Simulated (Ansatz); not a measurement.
GaP:
```
GaP
1.0
    1.89766     1.09561     6.29785
   -1.89766     1.09561     6.29785
    0.00000    -2.19123     6.29785
Ga P
2 2
Direct
  0.43596   0.43596   0.43596
  0.56404   0.56404   0.56404
  0.05805   0.05805   0.05805
  0.94195   0.94195   0.94195
```

This is the LDA-relaxed structure. Cartesian axes are those of the cell as given.

### Question
All from DFT-LDA in the program Ansatz with PAW potentials, unless another level is named. Predict the hole effective mass, band 1 of 2 at the edge.

### Answer
0.48 along x, 1.3 along z (mₑ).

### Question
Give the formation energy from the elements (no fitted shifts).

### Answer
-0.29 eV/atom.

### Question
Predict the electron effective mass.

### Answer
0.17, 0.36, 0.41 mₑ (principal values).

### Question
And the smallest direct gap on the standard path?

### Answer
1.15 eV.

### Question
Next, the band gap?

### Answer
0.65 eV (indirect).

### Question
Predict the conduction-band minimum.

### Answer
at F (3 equivalent valleys).

Space group R-3m. The first step of the workflow began from a Materials Project structure, measured or hypothetical; the Crystallography Open Database copy checked does not list it. It is not the phase usual at ambient conditions (space group No. 216). Symmetry was held in the LDA relaxation; its stability against distortions is not shown here. The references are the lowest solids computed at this level, not always the standard phases. Scalar-relativistic: spin–orbit coupling is off unless named, which matters more the heavier the elements.

Potentials: the later of the program's two PAW sets.
